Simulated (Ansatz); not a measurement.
Here is the system:

HfO2:
```xyz
12
Lattice="5.2446 0.0000 0.0000 0.0000 5.0342 0.0000 0.0000 0.0000 5.0615" Properties=species:S:1:pos:R:3 pbc="T T T"
Hf     0.1709     1.3426     1.2142
Hf     5.0737     3.6916     3.7450
Hf     2.4514     1.3426     3.7450
Hf     2.7932     3.6916     1.2142
O      1.9175     0.3465     1.9356
O      3.3271     4.6876     4.4664
O      0.7048     0.3465     4.4664
O      4.5398     4.6876     1.9356
O      3.8378     2.3284     2.4836
O      1.4068     2.7058     5.0144
O      4.0291     2.3284     5.0144
O      1.2155     2.7058     2.4836
```

This is the HSE06-relaxed structure.

Question: All from the program Ansatz at the HSE06 level (PAW), unless another level is named. Estimate the smallest direct gap on the standard path.

Answer: 6.37 eV.

Question: And the band gap?

Answer: 6.08 eV (indirect).

Question: And the valence-band maximum?

Answer: at Γ.

Space group Pca2_1. The cell was relaxed with HSE06 under the symmetry of its start. No spin polarisation was allowed. The hybrid was solved on a coarse mesh, the path and, where they were found, the r²SCAN edge points; its band edges are the extreme levels among these. Spin–orbit coupling is left out wherever it is not named.

Potentials: the later of the program's two PAW sets.
